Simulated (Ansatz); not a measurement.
TaC (rock salt, Fm-3m) under volume change, plane-wave PAW LDA (Ansatz code), scaled uniformly.

```json
[
 {"V (Å³/atom)": "9.782", "E − E(relaxed) (meV/atom)": "114.9", "P (GPa)": "41.27"},
 {"V (Å³/atom)": "10.104", "E − E(relaxed) (meV/atom)": "48.3", "P (GPa)": "25.31"},
 {"V (Å³/atom)": "10.426", "E − E(relaxed) (meV/atom)": "11.4", "P (GPa)": "11.67"},
 {"V (Å³/atom)": "10.749", "E − E(relaxed) (meV/atom)": "0.0", "P (GPa)": "0.00"},
 {"V (Å³/atom)": "11.071", "E − E(relaxed) (meV/atom)": "10.3", "P (GPa)": "-10.00"},
 {"V (Å³/atom)": "11.394", "E − E(relaxed) (meV/atom)": "39.3", "P (GPa)": "-18.55"},
 {"V (Å³/atom)": "11.716", "E − E(relaxed) (meV/atom)": "84.1", "P (GPa)": "-25.86"}
]
```

Problem. What does a third-order Birch–Murnaghan fit give for V₀, B₀ and B′?

Solution. V₀ = 10.75 Å³/atom, B₀ = 359 GPa, B′ = 4.2.

The cell was relaxed with LDA under the symmetry of its start. The run is not spin-polarised. Scalar-relativistic: spin–orbit coupling is off unless named, which matters more the heavier the elements.

Potentials: the earlier of the program's two PAW sets. The files were generated under PBE; for other functionals the program regenerates the frozen cores, and for LDA and PBEsol the local potential too.
